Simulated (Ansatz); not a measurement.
CsPbCl3:
```
CsPbCl3
1.0
    5.67138     0.00000     0.00000
    0.00000     5.67138     0.00000
    0.00000     0.00000     5.67138
Cs Pb Cl
1 1 3
Direct
  0.00000   0.00000   0.00000
  0.50000   0.50000   0.50000
  0.00000   0.50000   0.50000
  0.50000   0.50000   0.00000
  0.50000   0.00000   0.50000
```

Relaxed with r²SCAN.

Problem. Give the Bader charges and basin volumes of the independent atoms, DFT-r²SCAN in the program Ansatz with PAW potentials.

Solution. 

```tsv
atom	Bader charge (e)	Bader volume (Å³)
Cs1	+0.91	44.3
Pb2	+1.32	23.1
Cl3	-0.74	37.3
```

Space group Pm-3m (cubic perovskite). This is a known high-temperature phase of the composition, computed here at zero pressure and temperature. The cell was relaxed with r²SCAN under the symmetry of its start; its stability against distortions is not shown here. Scalar-relativistic: spin–orbit coupling is off unless named, which matters more the heavier the elements.

Potentials: the later of the program's two PAW sets.
